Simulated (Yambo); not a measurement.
# How GW settings move the gap: CaO2H2 monolayer

G0W0@PBEsol for a free-standing CaO₂H₂ monolayer (symmetry P-3m1, slab cell 17.5 Å high) in Yambo. Reference settings: 6×6×1 Γ-centred k mesh, 174 bands and a 8 Ry block in the screening, 174 bands in G with the Bruneval-Gonze terminator, plasmon pole fitted at 27.2 eV, slab-truncated Coulomb interaction, stochastic integration of W near q = 0. The PBEsol gap Γ → Γ on this mesh is 3.75 eV; G0W0 gaps are taken between the same points.

```json
[
 {"change from the reference": "reference settings", "G0W0 gap Γ → Γ (eV)": "6.92", "shift of the valence edge (eV)": "-2.12", "rough Yambo cost": "1"},
 {"change from the reference": "109 bands in W, 109 bands in G", "G0W0 gap Γ → Γ (eV)": "6.90", "shift of the valence edge (eV)": "-2.06", "rough Yambo cost": "within a factor of two"},
 {"change from the reference": "75 bands in W", "G0W0 gap Γ → Γ (eV)": "6.91", "shift of the valence edge (eV)": "-2.02", "rough Yambo cost": "within a factor of two"},
 {"change from the reference": "no stochastic integration of W", "G0W0 gap Γ → Γ (eV)": "7.41", "shift of the valence edge (eV)": "-2.43", "rough Yambo cost": "–"},
 {"change from the reference": "7 Ry block", "G0W0 gap Γ → Γ (eV)": "6.91", "shift of the valence edge (eV)": "-2.11", "rough Yambo cost": "within a factor of two"},
 {"change from the reference": "109 bands in G, no terminator", "G0W0 gap Γ → Γ (eV)": "6.60", "shift of the valence edge (eV)": "-1.72", "rough Yambo cost": "–"}
]
```

The reference isn't shown to be the converged limit. Costs are rough (shared machines), scaled to the same edge states, and given only for runs that recompute the screening. Without the stochastic integration, the mesh misses the sharp change of W near q = 0 in a layer: the 0.49 eV of that row are a sampling artefact.

Geometry relaxed with PBEsol; primitive cell a = b = 3.572 Å, c = 17.500 Å, α = β = 90.00°, γ = 120.00°.

This is a model layer cut from the bulk structure; whether it is stable on its own was not checked.

A shift is the quasiparticle energy of the state minus its PBEsol energy.
